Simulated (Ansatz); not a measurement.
Zr2Ni:
Space group I4/mcm (No. 140); a = 6.421 Å, b = 6.421 Å, c = 5.147 Å, α = 90.00°, β = 90.00°, γ = 90.00°

| atom | site | symmetry | x | y | z |
|---|---|---|---|---|---|
| Zr | 8h | m.2m | 0.3369 | 0.1631 | 0.0000 |
| Ni | 4a | 422 | 0.0000 | 0.0000 | 0.2500 |
(The calculation used a cell of 6 atoms; values per cell refer to that cell.)

Relaxed at zero pressure with PBEsol in the plane-wave PAW code Ansatz.

The volume is lowered by 6 % and shape and atoms relax at that volume. What pressure results, and how do the axes share the change?

9.0 GPa; a -1.8 %, b -1.8 %, c -2.5 %; the energy rises by 28 meV/atom.

Give the new structure.


Space group I4/mcm (No. 140); a = b = 6.305 Å, c = 5.019 Å, α = β = γ = 90.00°

```csv
atom,site,symmetry,x,y,z
Zr,8h,m.2m,0.3381,0.1619,0.0000
Ni,4a,422,0.0000,0.0000,0.2500
```

The phase is kept; no other phase was compared at this pressure.

The workflow started from a Materials Project entry (that database holds measured and hypothetical structures alike); the Crystallography Open Database files this formula in space group No. 140, but the cells were not matched. Whether it is the stable phase at ambient conditions was not checked. The cell was relaxed with PBEsol under the symmetry of its start; of distortions, only those at the zone centre were tested. No spin polarisation was allowed. Axis ratios of metals converge slowly with the k-mesh, so a and c are less sure than the volume.

Potentials: the later of the program's two PAW sets.
